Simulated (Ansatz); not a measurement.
One crystal and one scan (scan of one atom of the cell) at two levels, PBE (plane waves to 420 eV, PAW, scalar-relativistic; Ansatz, a first-principles code) and r2SCAN (plane waves to 500 eV, PAW, scalar-relativistic; Ansatz), each from its own relaxed cell and on its own mesh. The cell shown is that of PBE.

InP (zinc blende)

```
CELL_PARAMETERS angstrom
      0.00000     2.97977     2.97977
      2.97977     0.00000     2.97977
      2.97977     2.97977     0.00000
ATOMIC_POSITIONS crystal
  P  0.75000 0.75000 0.75000
  In 0.00000 0.00000 0.00000
```

Scan: atom 1 (P, nearest neighbour In at 2.581 Å; its periodic images, 4.2 Å or more away, move with it) is displaced along Cartesian [110], direction (0.707, 0.707, 0.000) in Cartesian axes, by s. The other atoms stay.

The energy includes the smearing's −TS. InP was relaxed with its symmetry unable to fall. Both scans cover s from -0.770 to 0.770 Å.

ΔE (meV/cell), each from the undisplaced structure of its own level:

```
s (Å)    PBE    r2SCAN
------  ----  --------
-0.770  2550      2777
-0.616  1541      1678
-0.462   826       898
-0.308   354       385
-0.154    86  withheld
0.000      0         0
0.154     86  withheld
0.308    354       385
0.462    826       898
0.616   1541      1678
0.770   2550      2777
```

Problem. Estimate the r2SCAN value at -0.154 from the PBE value there and the ratio of the two levels in the two nearest given rows on that side of the minimum.

Solution. At -0.308 and -0.462 the ratio r2SCAN/PBE averages 1.087, which gives 1.087 × 86 = 93 meV/cell. The calculation gives 94 meV/cell, +9.3 % against PBE.

(For displaced atoms, the force is minus the slope of the energy, and its curvature is a force constant, which sets phonon frequencies.)
